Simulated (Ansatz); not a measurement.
Checking a converged run of Ni

System: Ni, an experimental structure (space group Fm-3m, primitive cell doubled); the cell holds 2 atoms. The computed pressure is over 10 GPa in size, so the cell is far from the computed equilibrium volume. Source: COD entry 9013031, which need not be the ambient phase.

Computed with DFT, LDA, PAW, plane waves, scalar-relativistic in Ansatz.

```yaml
crystal:
  lattice:
    - [0.0, -1.7935, -1.7935]
    - [-3.587, -1.7935, -1.7935]
    - [0.0, 1.7935, -1.7935]
  atoms:
    - { symbol: Ni, position: [0.0, 0.0, 0.0], spin: 2.0 }
    - { symbol: Ni, position: [0.0, 0.5, 0.5], spin: -2.0 }
magnetization:
  spin_polarized: true
hamiltonian:
  xc: lda
  pseudopotentials: { kind: paw }
basis:
  ecutwfc: 420
kpoints:
  mp_grid: { grid: [11, 7, 9] }
scf:
  occupations: { method: fermi_dirac, width: 0.05 }
  lower_state_search: "off"
output:
  forces: true
  stress: true
```

Wall time and machine: 12 s on 2 threads of Arm Neoverse N1 (shared host), peak memory 0.44 GiB.

The end of the output:

```
SCF converged after 18 iterations
Magnetization: 0.0000 μB (18.0000 up, 18.0000 down)
Absolute magnetization: 0.0000 μB (∫|ρ↑−ρ↓|, with the PAW one-centre terms)
Spin contamination: 0.0000 ħ² per cell (⟨S²⟩ above its minimum at these occupations)
Per-site moments (μB) at R_I (Å): [(4.0736e-6, 1.0462), (-4.0736e-6, 1.0462)]
Free energy (F): -11546.409637 eV
Harris-Foulkes:  -11546.409637 eV  (|F-HF|=6.91e-11)
Internal energy: -11546.346422 eV  (E = F + TS)
E sigma→0 (E₀):  -11546.378030 eV
Entropy (-TS):   -0.063215 eV (-31.608 meV/atom)
Fermi energy:    16.223369 eV
--- Forces (eV/Å), atoms counted from 1 ---
  atom   1  Ni     0.00000000     0.00000000     0.00000000
  atom   2  Ni     0.00000000    -0.00000000     0.00000000
--- Stress (GPa, compression-positive) ---
      -26.305973      -0.037773      -0.037773
       -0.037773     -26.260199       0.153854
       -0.037773       0.153854     -26.260199
  P = ⅓ Tr σ = -26.2755 GPa (-262.755 kbar)
```

The mesh is too coarse to rank close states of a metal with certainty: differences of some tens of meV/atom may change, at times in sign. The mesh has less symmetry than the lattice, which lowers the symmetry of the run.

A small moment in a metal is sensitive to the mesh and the smearing.

Site moments are taken inside atomic spheres and don't add up to the total.

**Question.** Would you trust this as the ground state? If a lower solution is known, describe it.

**Answer.** No, on this mesh. A state 45.2 meV/atom (0.090 eV per cell) lower exists in this cell: ferromagnetic, site moments Ni1 0.64, Ni2 0.64 μB, total 1.21 μB per cell, no gap on the k-mesh. It was reached from: parallel moments, default search for lower states [Ni1 2.00, Ni2 2.00 μB]; a moment on one site alone, plain SCF [Ni1 2.00 μB]. This multiple of the primitive cell fits some opposed orders; other multiples fit others. The order of the states may change once the cell relaxes. “Lowest” means lowest among the runs made in this cell.
